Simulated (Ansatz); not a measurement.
TaN (rock salt, Fm-3m), a = 4.417 Å, b = 4.417 Å, c = 4.417 Å, α = 90.00°, β = 90.00°, γ = 90.00°; the cell used has 2 atoms.

Relaxed with PBE.

Problem. Tabulate the valence density and the electron localisation function along the shortest Ta–Ta contact (3.12 Å), plane-wave PAW PBE (Ansatz code).

Solution. 

```csv
distance from Ta (Å),density (e/Å³),ELF
0.31,4.42,0.38
0.47,4.37,0.67
0.62,3.25,0.74
0.78,1.83,0.63
0.94,0.83,0.36
1.09,0.41,0.17
1.25,0.28,0.16
1.41,0.24,0.20
1.56,0.23,0.22
1.72,0.24,0.20
1.87,0.28,0.16
2.03,0.41,0.17
2.19,0.83,0.36
2.34,1.83,0.63
2.50,3.25,0.74
2.65,4.37,0.67
2.81,4.42,0.38
```

The density is the valence pseudo-density with augmentation charge, so density and ELF within about 1 Å of a nucleus are not all-electron values.

Symmetry was held in the PBE relaxation. At this level the phase is dynamically unstable (imaginary phonons). The run is not spin-polarised. Scalar-relativistic: spin–orbit coupling is off unless named, which matters more the heavier the elements.

Potentials: the later of the program's two PAW sets.
